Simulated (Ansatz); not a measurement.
The relaxed structure here is a generated cell of Al2Cu: the first start was made by a random draw of sites in a space group, and the end was not matched to a known phase here, so it may be hypothetical. Known forms of Al2Cu include space group No. 140.

A relaxed cell of Al2Cu (F222 (No. 22)), relaxed on a k-mesh at least as fine as the one used below. Computed with PBE (plane waves to 420 eV, PAW, scalar-relativistic; Ansatz, a program for electronic structure). Γ-centred k-mesh 7×7×7 on the run's cell (coarser than for final values), Fermi–Dirac smearing 0.05 eV.

```yaml
crystal:
  lattice:
    - [0.00000, 3.81385, 5.48444]
    - [3.43358, 0.00000, 5.48444]
    - [3.43358, 3.81385, 0.00000]
  atoms:
    - { symbol: Al, position: [0.05180, 0.44820, 0.44820] }
    - { symbol: Al, position: [0.44820, 0.05180, 0.05180] }
    - { symbol: Al, position: [0.77676, 0.48161, 0.10495] }
    - { symbol: Al, position: [0.10495, 0.63668, 0.77676] }
    - { symbol: Al, position: [0.63668, 0.10495, 0.48161] }
    - { symbol: Al, position: [0.48161, 0.77676, 0.63668] }
    - { symbol: Cu, position: [0.44399, 0.44399, 0.05601] }
    - { symbol: Cu, position: [0.05601, 0.05601, 0.44399] }
    - { symbol: Cu, position: [0.00000, 0.00000, 0.00000] }
```

Every atom was then displaced, and the forces became (eV/Å):

```tsv
atom	Fx	Fy	Fz
Al1	1.03	-0.44	-0.51
Al2	-0.73	0.57	-0.51
Al3	0.06	-1.26	1.15
Al4	0.62	-0.35	-0.08
Al5	-0.77	0.05	-0.01
Al6	0.24	-0.04	0.25
Cu7	-0.26	1.10	0.18
Cu8	-0.58	0.51	-0.49
Cu9	0.38	-0.14	0.03
```

Which atom was moved farthest relative to the others, and in which direction?

Al3, by (0.14, 0.13, -0.24) Å (0.31 Å, mean shift removed); the next is Cu7 with 0.21 Å. Its force makes an angle of 145° with its move.

All displacements (Å):

```json
[
 {"atom": "Al1", "ux": "-0.144", "uy": "0.105", "uz": "0.038"},
 {"atom": "Al2", "ux": "0.041", "uy": "-0.009", "uz": "0.091"},
 {"atom": "Al3", "ux": "0.155", "uy": "0.122", "uz": "-0.246"},
 {"atom": "Al4", "ux": "-0.113", "uy": "-0.047", "uz": "-0.028"},
 {"atom": "Al5", "ux": "0.132", "uy": "-0.011", "uz": "0.045"},
 {"atom": "Al6", "ux": "-0.052", "uy": "0.051", "uz": "0.054"},
 {"atom": "Cu7", "ux": "0.089", "uy": "-0.204", "uz": "0.020"},
 {"atom": "Cu8", "ux": "0.065", "uy": "0.000", "uz": "0.054"},
 {"atom": "Cu9", "ux": "-0.041", "uy": "-0.087", "uz": "-0.071"}
]
```

Estimate the energy cost of the displacement in the harmonic approximation and compare with the calculation.

For a harmonic well ΔE = −½ Σ F·u = 0.597 eV a cell, or 66 meV/atom. The calculated energy relative to the undisplaced cell is +0.07 eV/atom, so the harmonic estimate holds well.

The undisplaced cell is probably no minimum: from this displacement the run went on to C2 (No. 5), 0.11 eV/atom below it.

No spin polarisation in the result.
